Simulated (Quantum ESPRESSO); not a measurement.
# Planted mistakes on one cell of TaZr2O5F3

These are calculations, not measurements. They come from pw.x of Quantum ESPRESSO 7.5, a plane-wave density functional program, with PseudoDojo standard norm-conserving files (v0.5 for PBE, v0.4.1 for LDA and PBEsol). The cells are made up: elements, strain and atom displacements were drawn at random, and nothing was relaxed. There is no spin polarisation, spin-orbit coupling or dispersion term.

The cell has 12 sites of a rutile lattice (two cells along c). Sites 1 to 4 hold Ta Zr Zr empty; sites 5 to 12 hold O O F O O O F F. Cell vectors in Å: (4.728, -0.015, 0.033); (-0.015, 4.712, 0.076); (0.044, 0.100, 6.111). Settings: PBE, cutoff 1143 eV, 5 x 5 x 4 k mesh shifted by half a step, Fermi-Dirac smearing of 0.025 eV.

The intended run has a self-consistency threshold of 1e-07 eV, a smearing term of 0.000 eV, a pressure of 16.82 GPa and 17 iterations. Each further run changes one thing: all lengths scaled by 0.9861; atoms of sites 7 and 10 exchanged; cutoff 752 eV; files of LDA; k mesh 1 x 1 x 1; one electron removed; smearing 0.4 eV; threshold 0.07 eV. A coarse mesh keeps the shift, and a charged cell sits in a uniform background.

| run | change of free energy (eV) | smearing term -TS (eV) | change of P (GPa) | largest change of a force component (eV/Å) | iterations |
| --- | --- | --- | --- | --- | --- |
| A | 0.776 | 0.000 | 11.09 | 0.669 | 16 |
| B | 2.784 | 0.000 | -20.74 | 0.019 | 17 |
| C | 0.035 | 0.000 | -2.54 | 0.255 | 7 |
| D | -8.180 | -0.011 | -17.08 | 2.159 | 19 |
| E | 0.541 | 0.000 | 1.07 | 1.106 | 17 |
| F | -3.212 | 0.000 | -0.75 | 3.855 | 17 |
| G | 4.367 | 0.000 | -11.29 | 0.428 | 16 |
| H | -0.280 | -0.798 | 1.07 | 0.986 | 16 |

A rerun of the intended cell at 1467 eV and k mesh 7 x 7 x 6 moved values by no more than 0.004 eV in the cell's energy, 0.03 GPa in stress and 0.002 eV/Å in force.

Question: which change belongs to which run?

## Worked reading

Run C has the fewest iterations, as a run stopped early does. Run H has the largest smearing term, as wide smearing gives. Run B has a higher energy and the largest fall in pressure, as too small a basis gives. Run A changes the volume by a factor of 0.9589; minus its pressure change over the logarithm of that factor, 264 GPa, is a rough bulk modulus with clamped atoms. Energies from files of another functional, or of a charged cell, have another zero and say nothing on stability; the pressure of a charged cell rests on the program's zero of potential too.

## Key

| run | change |
| --- | --- |
| A | all lengths scaled by 0.9861 |
| B | cutoff 752 eV |
| C | threshold 0.07 eV |
| D | one electron removed |
| E | k mesh 1 x 1 x 1 |
| F | atoms of sites 7 and 10 exchanged |
| G | files of LDA |
| H | smearing 0.4 eV |